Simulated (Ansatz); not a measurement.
## Ag: energy along a strain

Ag, Fm-3m, a = 4.086 Å (as given, not relaxed at this level: 1.4 GPa). Ansatz: r2SCAN, PAW, 500 eV, Γ-centred 20×20×20 mesh on 1 atom, Gaussian smearing 0.15 eV; no spin polarisation. Cell vectors (Å): 0.000 2.043 2.043; 2.043 0.000 2.043; 2.043 2.043 0.000. The cell is strained by x per cent times the pattern (0 0 1 0 0 0) in the order xx yy zz yz xz xy (engineering shears), with fractional coordinates held. y is the free energy over the start, V0 = 17.057 Å³/atom. Points with a strain past 8.5 % were computed too (3) and aren't used here.

```
x (%) y (meV/atom)
-7.50         59.46
-5.00         27.83
-2.50          8.54
 0.00          0.00
 2.50          0.59
 5.00          9.07
 7.50             ?
```

Task: Fit y = c1 x + c2 x² + c3 x³ to the other rows, get the stiffness along the pattern, and predict the missing energy.

Result: Least squares on the rows shown. y = −1.4745 x + 0.73813 x² − 0.016278 x³. The clamped-ion stiffness p·C·p = 2 × 7.381 eV × 160.2 / 17.057 Å³ = 139 GPa, which is C33 in these axes (C11 of the cubic crystal) (second derivative at the start, which stands under stress). At x = 7.50 the fit asked for gives 23.59 meV/atom. The run gave 24.24 meV/atom, so the fit is 0.65 meV/atom too low, 1.1 % of the span of the series, against an rms of 0.04 meV/atom on the fitted rows. The row lies outside the fitted range. With a term in x⁴ added, a fit to the same known rows predicts 24.28 meV/atom, so most of the miss is curvature that the known rows already hold.